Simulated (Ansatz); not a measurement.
YPt$_{3}$ in space group I4/mmm (No. 139; Pt on 2b, Pt on 4d, Y on 2a) under volume change, DFT-PBE in the program Ansatz with PAW potentials, shape and atoms relaxed at each volume.

```json
[
 {"V (Å³/atom)": "16.242", "E − E(relaxed) (meV/atom)": "87.5", "P (GPa)": "19.16"},
 {"V (Å³/atom)": "16.778", "E − E(relaxed) (meV/atom)": "36.5", "P (GPa)": "11.60"},
 {"V (Å³/atom)": "17.313", "E − E(relaxed) (meV/atom)": "8.6", "P (GPa)": "5.29"},
 {"V (Å³/atom)": "17.849", "E − E(relaxed) (meV/atom)": "0.0", "P (GPa)": "0.00"},
 {"V (Å³/atom)": "18.384", "E − E(relaxed) (meV/atom)": "7.6", "P (GPa)": "-4.42"},
 {"V (Å³/atom)": "18.920", "E − E(relaxed) (meV/atom)": "28.8", "P (GPa)": "-8.12"},
 {"V (Å³/atom)": "19.455", "E − E(relaxed) (meV/atom)": "61.2", "P (GPa)": "-11.19"}
]
```

Problem. What does a third-order Birch–Murnaghan fit give for V₀, B₀ and B′?

Solution. V₀ = 17.85 Å³/atom, B₀ = 161 GPa, B′ = 5.0.

The cell is a constructed one: a structure type filled with these elements; neither database checked (COD, Materials Project) lists it. COD files the formula under space group No. 221. Whether it is the stable phase at ambient conditions was not checked. The PBE relaxation kept the symmetry of its start; its stability against distortions is not shown here. No spin polarisation was allowed. Scalar-relativistic: spin–orbit coupling is off unless named, which matters more the heavier the elements.

Potentials: the earlier of the program's two PAW sets.
